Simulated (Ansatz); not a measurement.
# Ta4C3: pressure against volume

Ta4C3, Pm-3m, a = 4.403 Å. The structure is a Materials Project entry; whether it is the stable form wasn't checked. Ansatz: PBEsol, PAW, 420 eV, Γ-centred 8×8×8 mesh on 7 atoms, Gaussian smearing 0.10 eV; no spin polarisation. Symmetry fixes shape and atoms, so the cell is only scaled; pressure is positive in compression.

```tsv
V (Å³/atom)	P (GPa)
10.728	51.70
11.094	35.65
11.459	21.89
11.825	10.10
12.191	0.00
12.556	-8.66
12.922	?
13.410	-24.31
```

Problem. Take V0 = 12.191 Å³/atom, fit the third-order Birch–Murnaghan form to the other rows, and predict the missing pressure.

Solution. With the Eulerian strain f = ½[(V0/V)^(2/3) − 1] and y = P/[3f(1 + 2f)^(5/2)], the form is the line y = B0 + 1.5 B0 (B0′ − 4) f. Rows (f, y): 0.04448, 313.1; 0.03244, 313.0; 0.02107, 312.4; 0.01026, 311.9; -0.00974, 311.3; -0.03078, 308.6. Means f = 0.01129, y = 311.72; Σ(Δf)² = 0.003858, ΣΔfΔy = 0.2194; the slope is their ratio. y = 311.1 + 56.88 f GPa, so B0 = 311.1 GPa and B0′ = 4 + 2 × (56.88)/(3 × 311.1) = 4.12. At V = 12.922, f = -0.01904, y = 310.02 and P = -16.07 GPa. The run gave -16.07 GPa, the same to the digits shown.

Spin–orbit coupling is left out, which can shift energies with elements as heavy as these.